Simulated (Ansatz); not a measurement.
A relaxed cell of Al₃BP₄ is given with its symmetry left out. The cell was found from a structure generator's guess, not taken from experiment.

Computed with DFT PBE, scalar-relativistic, plane waves, PAW in Ansatz 0.2.0. Cutoff 420 eV, Γ-centred mesh, Gaussian smearing, no spin polarisation.

```
Al B P
1.0
    -2.64016    2.64016    5.24274
     2.64016   -2.64016    5.24274
     2.64016    2.64016   -5.24274
Al B P
3 1 4
Direct
  0.75000 0.25000 0.50000
  0.50000 0.50000 0.00000
  0.25000 0.75000 0.50000
  0.00000 0.00000 0.00000
  0.10466 0.10466 0.43731
  0.89534 0.33265 0.00000
  0.66735 0.66735 0.56269
  0.33265 0.89534 0.00000
```

Energies over the elements count from the elements' standard structures at the same level, with no fitted energy shifts. The references include black phosphorus.

**Question.** What space group does it have?

**Answer.** I-42m (No. 121), with Al and B ordered on zinc blende sites. Conventional cell: a = 5.280 Å, c = 10.485 Å. Al on a site of symmetry -4 has 4 P at 2.36 Å; Al on a site of symmetry -42m is surrounded by 4 P at 2.42 Å; B is surrounded by 4 P at 2.02 Å; P is surrounded by 1 B at 2.02 Å and 3 Al at 2.36–2.42 Å.

**Question.** How far does it lie from the elements in energy?

**Answer.** −0.468 eV/atom. It lies below the elements, which doesn't yet make it stable against other compounds or structures.

**Question.** Is it a metal?

**Answer.** No, the gap on the 8×8×8 mesh is 1.14 eV.

The last run used an 8×8×8 mesh for its 8-atom cell and Gaussian smearing of 0.02 eV. Kohn–Sham gaps at this level usually fall short of measured ones. The reference form of P is held partly by dispersion forces, which this level lacks. A later test with randomly moved atoms came back to the same energy, though modes that don't fit the test's cell weren't probed.
